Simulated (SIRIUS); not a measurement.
Input and output of a self-consistent single point for CoSi2 (Fm-3m, 3 atoms in the cell; from Materials Project mp-2379, changed as shown) (SIRIUS).

Method: PBE, PseudoDojo 0.5 standard norm-conserving PBE (tails mended) pseudopotentials (plane waves; SIRIUS 7.12.0).

The change in words: volume scaled by 1.01. Reference geometry (Fm-3m):
```
CELL_PARAMETERS angstrom
      0.00000     2.65642     2.65642
      2.65642     0.00000     2.65642
      2.65642     2.65642     0.00000
ATOMIC_POSITIONS crystal
  Co 0.00000 0.00000 0.00000
  Si 0.75000 0.75000 0.75000
  Si 0.25000 0.25000 0.25000
```

Reference input (self-consistent single point, DFT, PBE, plane waves, PseudoDojo 0.5 standard norm-conserving PBE (tails mended) pseudopotentials): parameters.ngridk = 7 7 7; parameters.xc_functionals = [XC_GGA_X_PBE, XC_GGA_C_PBE]; parameters.gk_cutoff = 9.798 1/bohr; parameters.pw_cutoff = 19.596 1/bohr; parameters.smearing = gaussian; parameters.smearing_width = 0.00499791 Ha; potentials = PseudoDojo 0.5 standard norm-conserving PBE (tails mended) pseudopotentials; parameters.electronic_structure_method = pseudopotential; parameters.num_bands = 17; parameters.num_mag_dims = 0; parameters.num_dft_iter = 100; parameters.energy_tol = 1e-07 Ha. This run's input differs from it in these lines:

```diff
@@ -32,5 +32,5 @@
     "lattice_vectors": [
-      [0.0, 5.019906272, 5.019906272],
-      [5.019906272, 0.0, 5.019906272],
-      [5.019906272, 5.019906272, 0.0]
+      [0.0, 5.036583105, 5.036583105],
+      [5.036583105, 0.0, 5.036583105],
+      [5.036583105, 5.036583105, 0.0]
     ],
@@ -47,4 +47,4 @@
       "Si": [
-        [7.529859408, 7.529859408, 7.529859408],
-        [2.509953136, 2.509953136, 2.509953136]
+        [7.5548746575, 7.5548746575, 7.5548746575],
+        [2.5182915525, 2.5182915525, 2.5182915525]
       ]
```

Output (repeated stretches shortened):

```
[find] density tolerance         : 1e-06
[find] total energy tolerance    : 1e-07
[find] iter_solver_tol (initial) : 0.01
[find] iter_solver_tol (target)  : 1e-13
[find] num_dft_iter              : 100
Charges and magnetic moments
--------------------------------------------------------------------------------
total charge          : 25.000000
[find] | SCF iteration   0 out of 100|
[diagonalize] iterative solver tolerance (occupied, empty): 0.01 0.01
[diagonalize] average number of iterations: 2.65
[find] Charges and magnetic moments
[find] total charge          : 25.000000
[find] Energy
   [... lines left out ...]

[find] Charges and magnetic moments
[find] total charge          : 25.000000
[find] Energy
[find] smearing (-TS)                 :      -0.00034288
[find] Total energy                   :    -161.55005408 (Ha),    -323.10010816 (Ry)
[find] Free energy (E-TS)             :    -161.55039696 (Ha),    -323.10079392 (Ry)
[find] band gap (eV)                  :       0.00000000
[find] Efermi                         :       0.48790715
[find] iteration : 21, RMS (target) : 6.9746e-07 (1.0000e-06) , energy difference (target) : 1.2562e-11 (1.0000e-07)
[find] bands are converged : true
[find] iterative solver converged : false
[find] converged after 22 SCF iterations!
[find] Charges and magnetic moments
[find] total charge          : 25.000000
[find] Energy
[find] smearing (-TS)                 :      -0.00034288
[find] Total energy                   :    -161.55005408 (Ha),    -323.10010816 (Ry)
[find] Free energy (E-TS)             :    -161.55039696 (Ha),    -323.10079392 (Ry)
[find] band gap (eV)                  :       0.00000000
[find] Efermi                         :       0.48790715
[ground_state] === stress tensor components [kbar] ===
[ground_state] === stress_total ===
[ground_state]   -31.094651    0.000000    0.000000
[ground_state]     0.000000  -31.094651   -0.000000
[ground_state]     0.000000   -0.000000  -31.094651
[ground_state] ==== total Forces in Ha/bohr =====
[ground_state] atom:    0, force:       0.0000000      0.0000000      0.0000000
   [... zero for the other atoms too ...]
```

The run converged in 22 iterations. SIRIUS prints the stress tensor with tension positive. Against the reference run the free energy falls by 3.2 meV/atom and the pressure goes from 5.07 to 3.11 GPa.

The run has no spin polarisation, so moments on Co cannot form. The structure comes from a collection of computed structures, made at another level of theory; the collection holds predicted forms beside known ones. No clean gap shows at this smearing width and mesh (spacing up to 0.29 Å⁻¹); the mesh is coarse for partly filled bands, so the values carry mesh errors.

Cost on one core: very roughly 40 core-seconds.

“Tails mended”: in these copies of the files the far tail of each local potential was reset to the Coulomb form.
